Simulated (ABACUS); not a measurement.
**Checks by hand on SiC (P6_3mc, 16 atoms in the cell; from Materials Project mp-567505)**

```
SiC
1.0
    3.07718     0.00000     0.00000
   -1.53859     2.66492     0.00000
    0.00000     0.00000    20.12563
Si C
8 8
Direct
  0.33333   0.66667   0.87520
  0.66667   0.33333   0.37520
  0.33333   0.66667   0.62499
  0.66667   0.33333   0.12499
  0.00000   0.00000   0.00009
  0.00000   0.00000   0.50009
  0.66667   0.33333   0.75010
  0.33333   0.66667   0.25010
  0.33333   0.66667   0.34413
  0.66667   0.33333   0.84413
  0.66667   0.33333   0.21872
  0.33333   0.66667   0.71872
  0.00000   0.00000   0.59385
  0.00000   0.00000   0.09385
  0.33333   0.66667   0.96893
  0.66667   0.33333   0.46893
```

Method: ABACUS with PBE, numerical atomic orbitals TZP (confined pseudo-atomic orbitals; energy shift 0.01 Ry), PseudoDojo 0.5 standard norm-conserving PBE (tails mended) pseudopotentials.

Main settings: basis = TZP numerical atomic orbitals, energy shift 0.01 Ry; KPT = Gamma 12 12 2 0 0 0; basis_type = lcao; ecutwfc = 100 Ry; smearing_method = fixed; potentials = PseudoDojo 0.5 standard norm-conserving PBE (tails mended); symmetry = 1; symmetry_prec = 1e-05.

The atom-centred basis is finite, which shifts total energies, pressures and gaps against plane waves. The structure comes from a collection of computed structures, made at another level of theory; the collection holds predicted forms beside known ones.

A band-structure run on this density gave a gap of 1.76 eV along the path. From the bottom of the conduction band at M toward K, the level moves away from the edge by 0.1932 eV at Δk = 0.1134 Å⁻¹ and by 0.6118 eV at Δk = 0.2269 Å⁻¹.

Estimate the effective masses, and the wavelength of a photon at the gap.

For a parabola ΔE = ħ²Δk²/(2m*), with ħ²/(2mₑ) = 3.810 eV Å², so m*/mₑ = 3.810 Δk²/ΔE. At the bottom of the conduction band: 3.810 × 0.1134²/0.1932 = 0.25 from the nearer point and 0.32 from the farther. Where the two differ the band is not parabolic over this range, and the mass at the edge lies beyond the nearer value. These are masses along one direction, for the outermost band, at this level of theory and without spin-orbit coupling. The gap corresponds to λ = 1239.8 nm eV/1.76 eV = 704 nm (the gap is indirect, so absorption there needs a phonon); semi-local functionals usually give gaps below the measured ones.

The atomic orbitals were generated for these runs; they are not ABACUS's published sets and were checked against plane waves on a few crystals only.

“Tails mended”: in these copies of the files the far tail of each local potential was reset to the Coulomb form.
